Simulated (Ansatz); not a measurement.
AgCl (rock salt)

```
CELL_PARAMETERS angstrom
      0.00000     2.72373     2.72373
      2.72373     0.00000     2.72373
      2.72373     2.72373     0.00000
ATOMIC_POSITIONS crystal
  Cl 0.00000 0.00000 0.00000
  Ag 0.50000 0.50000 0.50000
```

The slice is a {110} plane (indices of the conventional cell) through the point (0.500, 0.500, 0.500) (fractional), spanned by u = [100] and v = [1 -1 -1] in vectors of this cell: u (3.85 Å) and v (5.45 Å, at 90° to u). It covers one period; positions are fractions (u, v).

Computed with PBEsol (plane waves to 420 eV, PAW, scalar-relativistic; Ansatz, a quantum-chemistry and plane-wave program). k mesh 10×10×10. These are valence fields of a PAW run, semicore shells included where kept as valence: close to a nucleus they are smooth pseudo fields. AgCl was relaxed with its symmetry unable to fall.

### Question
Predict the map of the electron localisation function (ELF) on the slice.

### Answer
```
|xxxx**==::          ::==**xx|
|****++--..          ..--++**|
|====--....          ....--==|
|........              ......|
|........              ......|
|##**++--..          ..--++**|
|@@@@@@##==..      ..==##@@@@|
|@@@@@@@@**::      ::**@@@@@@|
|xxxx@@@@%%--      --%%@@@@xx|
|xxxx@@@@%%--      --%%@@@@xx|
|xxxx@@@@%%--      --%%@@@@xx|
|@@@@@@@@**::      ::**@@@@@@|
|@@@@@@##==..      ..==##@@@@|
|##**++--..          ..--++**|
|........              ......|
|........              ......|
|====--....          ....--==|
|****++--..          ..--++**|
|xxxx**==::          ::==**xx|
|xxxx**==::          ::==**xx|
```
Scale: ten equal steps from 0.01 (start of ' ') to 0.86 (end of '@'), in the order ' .:-=+*#%@'. Values: electron localisation function (ELF). The map has 14 points along u (two characters each, u = 0 at the left) and 20 along v (v = 0 in the bottom row). Points within 0.5 Å of a nucleus are blanked (x), as the pseudised field means little there.
